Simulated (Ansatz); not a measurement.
# Structure optimisation: ruthenium, simple cubic

The calculation used DFT, m-r2SCAN, plane waves (500 eV) with PAW, scalar-relativistic in Ansatz 0.2.0. The PAW files were generated under PBE, with cores re-solved for the functional.

k-point mesh 13×13×13, Fermi-Dirac smearing 0.05 eV, starting moments 1.00 μB. Cell and atoms relax.

Starting structure:

```
Ru
1.0
     2.44628    0.00000    0.00000
     0.00000    2.44628    0.00000
     0.00000    0.00000    2.44628
Ru
1
Cartesian
  0.0000 0.0000 0.0000
```

**Question.** What cell does the relaxation end in?

**Answer.** Pm-3m with a = 2.490 Å; 15.45 Å³ per atom against 14.64 at the start (5.5 %).

**Question.** How much energy does the relaxation gain?

**Answer.** 35.3 meV per atom.

Path of the relaxation (the plane waves are chosen anew near the end, which can shift the energy a little):

| step | E − E(final) (meV/atom) | V (Å³/atom) | P (GPa) | max force (eV/Å) |
| --- | --- | --- | --- | --- |
| 0 | 35.34 | 14.639 | 14.72 | 0.000 |
| 1 | 7.84 | 15.833 | -5.60 | 0.000 |
| 2 | 0.77 | 15.485 | -0.57 | 0.000 |
| 3 | 0.67 | 15.446 | 0.03 | 0.000 |
| 4 | 0.00 | 15.446 | 0.04 | 0.000 |

**Question.** Which magnetic state does it end in?

**Answer.** non-magnetic.

m-r²SCAN is r²SCAN on the gauge-invariant kinetic-energy density; without spin polarisation the two are equal.
